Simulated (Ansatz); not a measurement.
Relax this structure to zero stress and force, keeping its symmetry:

```
Zn Ga
1.0
     4.15709    0.00000    0.00000
     0.00000    4.15709    0.00000
     0.00000    0.00000    4.15709
Zn Ga
1 3
Cartesian
  0.0000 0.0000 0.0000
  0.0000 2.0785 2.0785
  2.0785 0.0000 2.0785
  2.0785 2.0785 0.0000
```

Method: DFT PBEsol, scalar-relativistic, plane waves, PAW (Ansatz 0.2.0).

Cutoff 420 eV; k points 10×10×10 on the computed 4-atom cell (Γ-centred); Gaussian smearing, width 0.10 eV; no spin polarisation.

Question: What does it relax to?

Answer: The volume decreases by 1.21 Å³/atom to 16.75 Å³/atom, and the energy falls by 15.2 meV/atom. Final structure:
```
CELL_PARAMETERS angstrom
4.06152 0.00000 0.00000
0.00000 4.06152 0.00000
0.00000 0.00000 4.06152
ATOMIC_POSITIONS crystal
Zn 0.00000 0.00000 0.00000
Ga 0.00000 0.50000 0.50000
Ga 0.50000 0.00000 0.50000
Ga 0.50000 0.50000 0.00000
```

Course of the relaxation (steps run on the plane waves of an earlier cell, and the basis is chosen afresh near the end, so energy and pressure can step there; trial steps that raised the energy were taken back; energies are free energies):

```json
{"step": "1", "E − E_final (meV/atom)": "15.2", "P (GPa)": "-3.73", "V (Å³/atom)": "17.96"}
{"step": "2", "E − E_final (meV/atom)": "0.2", "P (GPa)": "0.99", "V (Å³/atom)": "16.50"}
{"step": "3", "E − E_final (meV/atom)": "-0.4", "P (GPa)": "-0.15", "V (Å³/atom)": "16.79"}
{"step": "4", "E − E_final (meV/atom)": "-0.5", "P (GPa)": "0.00", "V (Å³/atom)": "16.75"}
{"step": "5", "E − E_final (meV/atom)": "0.0", "P (GPa)": "0.00", "V (Å³/atom)": "16.75"}
```